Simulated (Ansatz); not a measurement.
CaTi4O9: checking a database structure before trusting its electric field gradients

The cell is a computed structure from the Materials Project (it need not be an observed phase), atoms as given.

Space group P4/n:1 (No. 85); a = 8.5211, c = 5.2312 Å.

```csv
site,Wyckoff,site symmetry,x,y,z
Ca,2c,4..,0.0000,0.5000,0.1335
Ti,8g,1,0.0899,0.7829,0.6198
O11,2b,-4..,0.0000,0.0000,0.5000
O13,8g,1,0.7405,0.9305,0.0696
O21,8g,1,0.1061,0.2939,0.4635
```

One atom of each set is listed.

Method: Kohn–Sham DFT in Ansatz, PBE, plane waves and PAW, scalar-relativistic, 420 eV cutoff, Γ-centred 3×3×5 k-points, Fermi–Dirac smearing 0.02 eV.

(1) Do the atoms and the cell lie near the calculated equilibrium?

## Answers

(1) Nearly. The largest force is 0.34 eV/Å, on atom 15 (O: 1 Ti at 1.67 Å; also 1 Ca at 2.38 Å), and the pressure is -1.2 GPa. Relaxing the atoms is still advisable, since electric field gradients respond to shifts of a few hundredths of an ångström.
